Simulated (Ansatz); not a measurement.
The calculation used DFT PBE, scalar-relativistic, plane waves, PAW in Ansatz. All cells share a 420 eV cutoff and Γ-centred k meshes spaced at most about 0.3 Å⁻¹ (about 0.25 or finer for metals, 2π included). No spin polarisation in the final relaxations.

These are static total energies at zero pressure. All come from trial cells, and lower structures may exist.

**Question.** Which of these relaxed structures of Ru₂F is the lowest in energy?
1. Space group C2/m (No. 12), monoclinic, a = 6.796 Å, b = 2.667 Å, c = 4.464 Å, β = 103.0°. Around Ru lie 1 Ru at 2.33 Å, 3 F at 2.45–2.46 Å, 2 Ru at 2.48 Å and 2 Ru at 2.67 Å; F is surrounded by 6 Ru at 2.45–2.46 Å and 2 F at 2.67 Å.
2. Space group P2_1/m (No. 11), monoclinic, a = 4.911 Å, b = 2.679 Å, c = 6.387 Å, β = 104.9°. Around Ru on its first site lie 3 F at 2.21–2.33 Å, 1 Ru at 2.28 Å, 2 Ru at 2.44 Å and 2 Ru at 2.68 Å; Ru on its second site is surrounded by 1 F at 2.27 Å, 1 Ru at 2.28 Å, 4 Ru at 2.68–2.70 Å and 2 Ru at 2.99 Å; F is surrounded by 4 Ru at 2.21–2.33 Å and 4 F at 2.59–2.68 Å.
3. Space group P-3m1 (No. 164), trigonal, a = 3.922 Å, c = 2.816 Å. Around Ru lie 3 F at 2.43 Å, 3 Ru at 2.50 Å, 5 Ru at 2.82–2.86 Å and 3 F at 2.98 Å; F is surrounded by 6 Ru at 2.43 Å, 2 F at 2.82 Å and 6 Ru at 2.98 Å.
4. Space group P6/mmm (No. 191), hexagonal, a = 4.229 Å, c = 2.578 Å. Around Ru lie 5 Ru at 2.44–2.58 Å and 6 F at 2.76 Å; around F lie 2 F at 2.58 Å and 12 Ru at 2.76 Å.

**Answer.** 2. It has space group P2_1/m (No. 11); the next, 1, with space group C2/m (No. 12), lies 21 meV/atom higher. Counting F atoms around Ru (those within 1.25 times the shortest such distance or 1.15 times the sum of covalent radii; the shortest distance is added where it is long for a bond; a slash parts the counts of unlike sites), the lowest has Ru 1/3 and the next has Ru 3 from 2.4 Å.

In C2/m, P-3m1, P6/mmm an odd number of electrons in the primitive cell allows no gap without spin; a larger cell or a magnetic state could open one. With atoms moved at random, P-3m1 came back. Other cells relaxed within their symmetry can be saddle points. The P2_1/m cell of Ru2F came from shaking the P6/mmm one. Some candidate types were left out of the draw beforehand, so a known form may be missing.
